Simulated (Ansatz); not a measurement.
AlRu:
```
AlRu
1.0
    3.00385     0.00000     0.00000
    0.00000     3.00385     0.00000
    0.00000     0.00000     3.00385
Ru Al
1 1
Cartesian
  0.00000   0.00000   0.00000
  1.50192   1.50192   1.50192
```

Relaxed with PBE. Special points in fractions of this cell's reciprocal vectors: Γ (0.000, 0.000, 0.000); X (0.000, 0.500, 0.000); M (0.500, 0.500, 0.000); R (0.500, 0.500, 0.500).

**Question.** List the band energies nearest the Fermi level at these points for plane-wave PAW PBE (Ansatz code).

**Answer.** In eV from the Fermi level; about four levels below and three above (degenerate sets whole), none deeper than 8.9 eV; points with the same levels are listed once.

```
k                    below           above
-  -----------------------  --------------
Γ              -3.50 -3.50  0.18 0.18 0.18
X  -5.46 -2.71 -1.57 -1.57  0.43 2.25 7.42
M  -1.35 -1.35 -1.14 -1.14  1.51 5.23 6.12
R        -4.56 -4.56 -4.56  1.60 1.60 2.51
```

Space group Pm-3m (CsCl type). The cell was relaxed with PBE under the symmetry of its start. No spin polarisation was allowed. Scalar-relativistic: spin–orbit coupling is off unless named, which matters more the heavier the elements.

Potentials: the earlier of the program's two PAW sets.
